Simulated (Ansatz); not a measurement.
InP:
```yaml
crystal:
  lattice:
    - [7.27219, 0.00000, 0.00000]
    - [0.00000, 7.27219, 0.00000]
    - [0.00000, 0.00000, 7.27219]
  atoms:
    - { symbol: In, position: [0.25000, 0.00000, 0.50000] }
    - { symbol: In, position: [0.50000, 0.25000, 0.00000] }
    - { symbol: In, position: [0.50000, 0.75000, 0.00000] }
    - { symbol: In, position: [0.75000, 0.00000, 0.50000] }
    - { symbol: In, position: [0.00000, 0.50000, 0.75000] }
    - { symbol: In, position: [0.00000, 0.50000, 0.25000] }
    - { symbol: P, position: [0.25000, 0.50000, 0.00000] }
    - { symbol: P, position: [0.00000, 0.25000, 0.50000] }
    - { symbol: P, position: [0.00000, 0.75000, 0.50000] }
    - { symbol: P, position: [0.75000, 0.50000, 0.00000] }
    - { symbol: P, position: [0.50000, 0.00000, 0.75000] }
    - { symbol: P, position: [0.50000, 0.00000, 0.25000] }
```

Relaxed with r²SCAN. 

Q: HSE06 on this cell (Ansatz, a program for electronic structure, PAW) gives a gap of 1.42 eV. What does r²SCAN give?

A: 1.07 eV.

Cost on shared cores: the r²SCAN run (SCF on a 4×4×4 mesh, then bands and DOS) around 5 core-minutes (rough), the HSE06 run (SCF on 3×3×3, then a few points) about 17 core-minutes (a rough figure); the tasks are unlike.

Space group Pm-3n. The start of the workflow was typed in or built on a structure type; neither database checked (COD, Materials Project) lists it. It is not the phase usual at ambient conditions (space group No. 216). The r²SCAN relaxation kept the symmetry of its start; whether a distortion lowers the energy is not shown. The volume moved by 28 % from the start of the relaxation. Spin–orbit coupling is left out wherever it is not named.

Potentials: the later of the program's two PAW sets.

Ansatz is a plane-wave DFT program.
